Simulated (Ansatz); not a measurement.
HgI₂:
Space group Cmc2₁ (No. 36); a = 4.735 Å, b = 7.470 Å, c = 13.908 Å, α = β = γ = 90.00°

```
atom  site  symmetry       x       y       z
----  ----  --------  ------  ------  ------
Hg      4a       m..  0.0000  0.3461  0.0010
I       4a       m..  0.0000  0.6013  0.1334
I       4a       m..  0.0000  0.0900  0.8689
```
(The calculation used a cell of 6 atoms; values per cell refer to that cell.)

Relaxed with r²SCAN+D4.

**Question.** Which orbitals make up the states near the band edges in the program Ansatz at the r²SCAN+D4 level (PAW)?

**Answer.** Top 1 eV of the valence band: I 5p 95 %. Bottom 1 eV of the conduction band: I 5p 49 %, Hg 6s 41 %, outside the projected shells 5 %. Projections are on Löwdin-orthogonalised atomic valence shells; empty p or d shells of many metals are not among them.

**Question.** Tabulate the density of states.

**Answer.** States/eV per cell of 6 atoms, in 0.25 eV bins, energy from the valence-band maximum.

```csv
E (eV),total,I 5p,Hg 5d,Hg 6s
-7.85,0.00,0.00,0.00,0.00
-7.60,0.00,0.00,0.00,0.00
-7.35,0.00,0.00,0.00,0.00
-7.10,0.00,0.00,0.00,0.00
-6.85,0.00,0.00,0.00,0.00
-6.60,11.30,1.42,9.04,0.04
-6.35,6.22,0.71,4.99,0.08
-6.10,30.48,0.94,29.45,0.03
-5.85,32.00,0.23,31.66,0.01
-5.60,0.00,0.00,0.00,0.00
-5.35,0.00,0.00,0.00,0.00
-5.10,0.00,0.00,0.00,0.00
-4.85,0.00,0.00,0.00,0.00
-4.60,0.00,0.00,0.00,0.00
-4.35,0.00,0.00,0.00,0.00
-4.10,0.00,0.00,0.00,0.00
-3.85,4.16,1.68,0.51,1.89
-3.60,11.38,4.92,1.06,4.93
-3.35,0.46,0.20,0.03,0.20
-3.10,0.00,0.00,0.00,0.00
-2.85,0.00,0.00,0.00,0.00
-2.60,2.20,2.11,0.01,0.01
-2.35,6.52,6.25,0.06,0.02
-2.10,5.30,5.05,0.06,0.03
-1.85,7.80,7.41,0.08,0.04
-1.60,5.22,4.93,0.07,0.03
-1.35,4.99,4.71,0.10,0.03
-1.10,4.56,4.29,0.13,0.03
-0.85,8.76,8.32,0.24,0.08
-0.60,13.33,12.77,0.33,0.10
-0.35,14.08,13.46,0.38,0.14
-0.10,7.24,6.83,0.24,0.12
0.15,0.00,0.00,0.00,0.00
0.40,0.00,0.00,0.00,0.00
0.65,0.00,0.00,0.00,0.00
0.90,0.00,0.00,0.00,0.00
1.15,0.00,0.00,0.00,0.00
1.40,0.00,0.00,0.00,0.00
1.65,0.00,0.00,0.00,0.00
1.90,0.00,0.00,0.00,0.00
2.15,0.00,0.00,0.00,0.00
2.40,0.57,0.29,0.01,0.23
2.65,2.89,1.42,0.06,1.18
2.90,8.18,4.00,0.19,3.39
3.15,3.55,1.74,0.08,1.47
3.40,0.81,0.40,0.02,0.34
3.65,0.00,0.00,0.00,0.00
3.90,0.00,0.00,0.00,0.00
4.15,0.00,0.00,0.00,0.00
4.40,0.00,0.00,0.00,0.00
4.65,0.23,0.00,0.00,0.00
4.90,2.35,0.03,0.00,0.01
5.15,3.86,0.05,0.00,0.02
5.40,4.65,0.10,0.00,0.04
5.65,4.17,0.11,0.00,0.04
5.90,5.34,0.12,0.00,0.03
6.15,7.98,0.21,0.00,0.03
6.40,3.04,0.07,0.00,0.01
6.65,0.82,0.01,0.00,0.00
6.90,1.14,0.01,0.00,0.00
7.15,1.36,0.01,0.00,0.00
```

Space group Cmc2_1. The first step of the workflow began from a Materials Project structure, measured or hypothetical; the Crystallography Open Database files this formula in space group No. 36, but the cells were not matched. Whether it is the stable phase at ambient conditions was not checked. The r²SCAN+D4 relaxation kept the symmetry of its start; its stability against distortions is not shown here. Scalar-relativistic: spin–orbit coupling is off unless named, which matters more the heavier the elements.

Potentials: the later of the program's two PAW sets.
